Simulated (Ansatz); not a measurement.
The calculation used Ansatz 0.2.0, DFT PBE, scalar-relativistic, plane waves, PAW. Cutoff 420 eV, Γ-centred meshes of about 0.25 Å⁻¹ or finer for metals and 0.3 Å⁻¹ for insulators (2π included), Gaussian smearing. No spin polarisation.

A search over trial structures of ScIn3N2 gave this relaxed cell.

```
CELL_PARAMETERS angstrom
3.30549 0.00000 0.00000
-1.65274 2.86264 0.00000
0.00000 0.00000 11.31684
ATOMIC_POSITIONS crystal
Sc 0.00000 0.00000 0.00000
In 0.66667 0.33333 0.23446
In 0.33333 0.66667 0.76554
In 0.00000 0.00000 0.50000
N 0.66667 0.33333 0.89148
N 0.33333 0.66667 0.10852
```

Wave vectors count in units of this cell's reciprocal vectors.

Problem. Is it a true minimum?

Solution. No. The phonons on a 3×3×1 q mesh of the computed 6-atom cell go imaginary, to 35i cm⁻¹ at q = (0.33, 0.33, 0.00). (Phonon run: 12×12×4 k mesh, Gaussian smearing of 0.10 eV.) With atoms moved at random and symmetry off, it falls by 45 meV/atom into R-3m (No. 166). Conventional cell: a = 3.285 Å, c = 34.109 Å. Around Sc lie 6 N at 2.26 Å, 6 In at 3.26 Å and 6 Sc at 3.28 Å; In on a site of symmetry 3m has 3 N at 2.37 Å, 1 In at 3.03 Å and 3 Sc at 3.26 Å; around In on a site of symmetry -3m lie 2 In at 3.03 Å and 6 In at 3.28 Å; N has 3 Sc at 2.26 Å and 3 In at 2.37 Å.

Space group R-3m:H (No. 166). a = 3.285 Å, b = 3.285 Å, c = 34.109 Å, α = 90.00°, β = 90.00°, γ = 120.00°
```
atom  site  symmetry       x       y       z
  Sc    3b       -3m  0.6667  0.3333  0.8333
  In    6c        3m  0.0000  0.0000  0.9111
  In    3a       -3m  0.0000  0.0000  0.0000
   N    6c        3m  0.0000  0.0000  0.7971
```

Phonons of metals hang on the k mesh and the smearing.
